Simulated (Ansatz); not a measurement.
Computed properties of Ca₃SnO

Ca$_{3}$SnO:
```xyz
5
Lattice="4.7059 0.0000 0.0000 0.0000 4.7059 0.0000 0.0000 0.0000 4.7059" Properties=species:S:1:pos:R:3 pbc="T T T"
Ca     2.3530     0.0000     2.3530
Ca     0.0000     2.3530     2.3530
Ca     2.3530     2.3530     0.0000
Sn     0.0000     0.0000     0.0000
O      2.3530     2.3530     2.3530
```

Space group Pm-3m (No. 221), anti-perovskite; conventional cell a = b = c = 4.7059 Å, α = β = γ = 90.00°.

Method: DFT-LDA in the program Ansatz with PAW potentials. Geometry: relaxed at this level of theory. Other levels are named where they apply.

**Cell and energy**

```yaml
volume_per_atom: 20.84 Å³
density: 4.06 g/cm³
Formation energy from the elements (no fitted shifts): -1.80 eV/atom
```

**Electronic structure**

```yaml
electronic_character: no gap, with almost no states at the Fermi level (zero-gap or semimetallic)
Density of states at the Fermi level: 0.01 states/eV per atom (mean over ±0.08 eV)
```

**Mechanics**

```yaml
Bulk modulus (Birch–Murnaghan fit): 66.8 GPa
Pressure derivative B′: 4.2
Elastic constants (relaxed ions, GPa): C11 = 133, C12 = 33.8, C44 = 57.7
mechanical_stability: stable (all eigenvalues of C positive)
hill_bulk_and_shear_moduli: 66.8 and 54.3 GPa
Young's modulus: 128 GPa
Poisson's ratio: 0.18
debye_temperature_from_the_elastic_constants: 436 K
```

**Phonons**

```yaml
highest_zone_centre_frequency: 314 cm⁻¹
zone_centre_stability: no imaginary mode at Γ
```

The workflow started from a Materials Project entry (that database holds measured and hypothetical structures alike); the Crystallography Open Database files this formula in space group No. 221, but the cells were not matched. Whether it is the stable phase at ambient conditions was not checked. Symmetry was held in the LDA relaxation. As this level gives no gap, shear constants depend on the k-mesh and smearing (Fermi–Dirac, 0.1 eV here). As this level gives no gap, phonon frequencies hold no LO–TO term and depend on the k-mesh and smearing (Fermi–Dirac, 0.1 eV here). The references are the lowest solids computed at this level, not always the standard phases (solids in place of the gases). Spin–orbit coupling is left out wherever it is not named.

Potentials: the later of the program's two PAW sets.
